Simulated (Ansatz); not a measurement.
A generator proposed this cell of Rb2TiAgC6N6.

```
CELL_PARAMETERS angstrom
0.00000 5.22800 5.22800
5.22800 0.00000 5.22800
5.22800 5.22800 0.00000
ATOMIC_POSITIONS crystal
Rb 0.25000 0.25000 0.25000
Rb 0.75000 0.75000 0.75000
Ti 0.00000 0.00000 0.00000
Ag 0.50000 0.50000 0.50000
C 0.81465 0.18535 0.18535
C 0.18535 0.81465 0.18535
C 0.18535 0.18535 0.81465
C 0.18535 0.81465 0.81465
C 0.81465 0.18535 0.81465
C 0.81465 0.81465 0.18535
N 0.70275 0.29725 0.29725
N 0.29725 0.70275 0.29725
N 0.29725 0.29725 0.70275
N 0.29725 0.70275 0.70275
N 0.70275 0.29725 0.70275
N 0.70275 0.70275 0.29725
```

Computed with DFT PBE, scalar-relativistic, plane waves, PAW in Ansatz. Settings: cutoff 420 eV, Γ-centred mesh 4×4×4 on the computed 16-atom cell, Gaussian smearing of 0.10 eV; collinear spin from starting moments 0.0 0.0 1.0 0.0 0.0 0.0 0.0 0.0 0.0 0.0 0.0 0.0 0.0 0.0 0.0 0.0 μB.

The zero of energy is the elements' standard structures at the same level (N₂ as a molecule); no fitted shifts are applied.

Question: What does a single point on this coarse mesh give?

Answer: The pressure is 15.5 GPa (it wants to expand), the largest force is 2.50 eV/Å, and the energy is +0.39 eV/atom against the elements. The shortest distance is 1.17 Å.

Question: How much does it gain on relaxing, and where does it end?

Answer: Relaxing gains about 0.27 eV/atom (the start's value is from the coarse mesh, so the gain is rough) in 12 ionic steps and ends at +0.12 eV/atom on the finer mesh. The symmetry stays Fm-3m (No. 225). The volume per atom grows by 36.6 %, from 17.9 to 24.4 Å³. The shortest distance stays 1.17 Å (C–N). Conventional cell: a = 11.600 Å. Rb is surrounded by 12 N at 4.13 Å and 12 C at 4.17 Å (long contacts); Ti has 6 C at 2.17 Å; Ag is surrounded by 6 N at 2.46 Å; around C lie 1 N at 1.17 Å, 1 Ti at 2.17 Å, 4 C at 3.07 Å, 1 Ag at 3.63 Å, 4 N at 3.99 Å and 4 Rb at 4.17 Å; N has 1 C at 1.17 Å, 1 Ag at 2.46 Å, 1 Ti at 3.34 Å, 4 N at 3.47 Å, 4 C at 3.99 Å and 4 Rb at 4.13 Å.

The last run used collinear spin, a 6×6×6 mesh for its 16-atom cell and Gaussian smearing of 0.10 eV. The reference form of C is held partly by dispersion forces, which this level lacks. Another magnetic order may lie lower. The relaxation can't lower the symmetry of the start. A structure relaxed within its symmetry needn't be a true minimum.
